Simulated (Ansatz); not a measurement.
A generator proposed this cell of WCl2F2.

```yaml
crystal:
  lattice:
    - [-1.85777, 1.85777, 5.96231]
    - [1.85777, -1.85777, 5.96231]
    - [1.85777, 1.85777, -5.96231]
  atoms:
    - { symbol: W, position: [0.00000, 0.00000, 0.00000] }
    - { symbol: Cl, position: [0.13816, 0.13816, 0.00000] }
    - { symbol: Cl, position: [0.86184, 0.86184, 0.00000] }
    - { symbol: F, position: [0.34759, 0.34759, 0.00000] }
    - { symbol: F, position: [0.65241, 0.65241, 0.00000] }
```

These are results of Ansatz 0.2.0, DFT PBE, scalar-relativistic, plane waves, PAW, not measurements. Plane waves to 420 eV, a k mesh through Γ of 6×6×6 on the computed 5-atom cell and Gaussian smearing (0.10 eV); no spin polarisation.

Energies over the elements count from the elements' standard structures at the same level (Cl₂, F₂ as molecules), with no fitted energy shifts.

Question: What does a single point on this coarse mesh give?

Answer: The pressure is 91.3 GPa (the mean over three directions, positive in compression), the largest force is 42.42 eV/Å, and the energy is +3.39 eV/atom against the elements. The shortest distance is 1.65 Å, so close that the PAW spheres overlap strongly and these values are rough.

Question: Is it a good guess?

Answer: A poor one: relaxing gains about 3.9 eV/atom (the start's value is from the coarse mesh, so the gain is rough) in 40 ionic steps and ends at −0.46 eV/atom on the finer mesh. The symmetry stays I4/mmm (No. 139). The volume per atom grows by 10.8 %, from 16.5 to 18.2 Å³. The shortest distance goes from 1.65 Å (W–Cl) to 2.10 Å (F–F). The ratio c/a of the conventional cell changes by a factor of 1.54. Conventional cell: a = 3.325 Å, c = 16.488 Å. Around W lie 2 Cl at 2.28 Å and 8 F at 2.58 Å; Cl has 1 W at 2.28 Å and 4 F at 2.65 Å; F is surrounded by 1 F at 2.10 Å, 4 W at 2.58 Å and 4 Cl at 2.65 Å.

The last run used a 16×16×16 mesh for its 5-atom cell and Gaussian smearing of 0.10 eV. Weakly bound directions are ill-defined at this level, which has no dispersion term. These runs have no spin–orbit coupling, which can matter for W. The cell is a metal run without spin; a magnetic state may lie lower. The relaxation can't lower the symmetry of the start, and the grade says only how near the guess is to its own end. A structure relaxed within its symmetry needn't be a true minimum. Another cell of WCl2F2 relaxed alike, in I4/mmm, lies 134 meV/atom lower, so this cell isn't the stable form at this level.
